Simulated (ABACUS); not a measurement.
Band structure of Y2H2C (P-3m1, 10 atoms in the cell; from Materials Project mp-644278, lattice scaled a little).

```
CELL_PARAMETERS angstrom
      3.74986     0.00000     0.00000
      0.00000     6.49495     0.00000
      0.00000     0.00000     6.13499
ATOMIC_POSITIONS crystal
  Y  0.50000 0.16667 0.77531
  Y  0.00000 0.33333 0.22469
  Y  0.00000 0.66667 0.77531
  Y  0.50000 0.83333 0.22469
  H  0.50000 0.16667 0.39028
  H  0.00000 0.33333 0.60972
  H  0.00000 0.66667 0.39028
  H  0.50000 0.83333 0.60972
  C  0.00000 0.00000 0.00000
  C  0.50000 0.50000 0.00000
```

Computed with LDA (PW92), PseudoDojo 0.4 standard norm-conserving LDA (tails mended) pseudopotentials (plane waves; ABACUS).

Settings: KPT = Gamma 5 3 4 0 0 0; basis_type = pw; dft_functional = PWLDA; ecutwfc = 82 Ry; smearing_method = fd; smearing_sigma = 0.00734986 Ry; potentials = PseudoDojo 0.4 standard norm-conserving LDA (tails mended); symmetry = 1; symmetry_prec = 1e-05; ks_solver = dav_subspace; scf_nmax = 100; scf_thr = 1.0e-09 Ry; mixing_type = pulay; mixing_beta = 0.7.

The structure comes from a collection of computed structures, made at another level of theory; the collection holds predicted forms beside known ones. Its lattice was then scaled. No clean gap shows at this smearing width and mesh (spacing up to 0.34 Å⁻¹); the mesh is coarse for partly filled bands, so the values carry mesh errors.

Points are given in units of this cell's reciprocal vectors. Levels in eV from the Fermi level, bands 25 to 32:
```json
[
 {"point": "Γ (0 0 0)", "25": "-0.54", "26": "-0.54", "27": "-0.54", "28": "-0.07", "29": "0.87", "30": "2.47", "31": "2.78", "32": "2.78"},
 {"point": "X (-0.5 0 0)", "25": "-0.93", "26": "-0.93", "27": "-0.70", "28": "-0.70", "29": "0.40", "30": "0.40", "31": "2.86", "32": "2.86"},
 {"point": "S (-0.5 0 -0.5)", "25": "-1.02", "26": "-1.02", "27": "-0.76", "28": "-0.76", "29": "1.22", "30": "1.22", "31": "2.45", "32": "2.45"},
 {"point": "Y (0 0 -0.5)", "25": "-0.74", "26": "-0.62", "27": "-0.62", "28": "-0.40", "29": "0.74", "30": "2.40", "31": "2.40", "32": "2.81"},
 {"point": "Z (0 -0.5 0)", "25": "-0.76", "26": "-0.76", "27": "-0.45", "28": "-0.45", "29": "1.31", "30": "1.31", "31": "3.04", "32": "3.04"},
 {"point": "U (-0.5 -0.5 0)", "25": "-0.62", "26": "-0.62", "27": "-0.54", "28": "-0.54", "29": "-0.07", "30": "-0.07", "31": "4.09", "32": "4.09"},
 {"point": "R (-0.5 -0.5 -0.5)", "25": "-0.74", "26": "-0.74", "27": "-0.40", "28": "-0.40", "29": "0.74", "30": "0.74", "31": "2.81", "32": "2.81"},
 {"point": "T (0 -0.5 -0.5)", "25": "-0.81", "26": "-0.81", "27": "-0.45", "28": "-0.45", "29": "0.94", "30": "0.94", "31": "3.03", "32": "3.03"}
]
```

The Fermi level comes from the SCF mesh, which can miss band crossings, so its place against them is uncertain.

The labels belong to the zone of the cell as typed, which is larger than the primitive one, so the bands are folded: a gap that looks direct here can be indirect in the primitive zone.

“Tails mended”: in these copies of the files the far tail of each local potential was reset to the Coulomb form.
